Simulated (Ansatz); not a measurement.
LaHg₂, DFT, LDA, all-electron PAW with datasets made for the crystal, scalar-relativistic (Ansatz 0.2.0), run on 1 thread of Intel(R) Xeon(R) 6975P-C (Granite Rapids) on a shared host.

The cell comes from COD entry 1523851, which wasn't checked; take it as a given geometry. The listed cell was then made from it by scaling, straining or moving an atom.

Command: `ansatz run input.yaml --threads 1 --pin off --max-ram 4096MiB --backend cpu --events-out ev --progress --plain --runs-dir out`

```yaml
crystal:
  lattice:
    - [4.9579982887, 0.0, 0.0]
    - [-2.4789991444, 4.29375247, 0.0]
    - [0.0, 0.0, 3.6764]
  atoms:
    - { symbol: La, position: [0.0, 0.0, 0.0] }
    - { symbol: Hg, position: [0.3333333333, 0.6666666667, 0.5] }
    - { symbol: Hg, position: [0.6666666667, 0.3333333333, 0.5] }
kpoints:
  mp_grid: { grid: [8, 8, 9] }
scf:
  occupations: { method: fermi_dirac, width: 0.08 }
hamiltonian:
  xc: lda
  pseudopotentials: { kind: all_electron, datasets: crystal }
output:
  forces: true
  stress: true
  eigenvalues: true
  efg: { contact_densities: true }
```

Question: How large is the problem that the program sets up?

Answer: 50 irreducible k-points, 741 plane waves at Γ, 30 bands.

Question: Estimate the wall time and the peak memory.

Answer: 11 s of wall time for 9 SCF iterations, with a peak of 0.68 GiB. Times on shared machines scatter by tens of per cent.

Question: And the same cell and mesh by PAW (frozen-core files), asked for forces, stress, eigenvalues, efg, on the same hardware?

Answer: 4.9 s, peak memory 0.54 GiB.
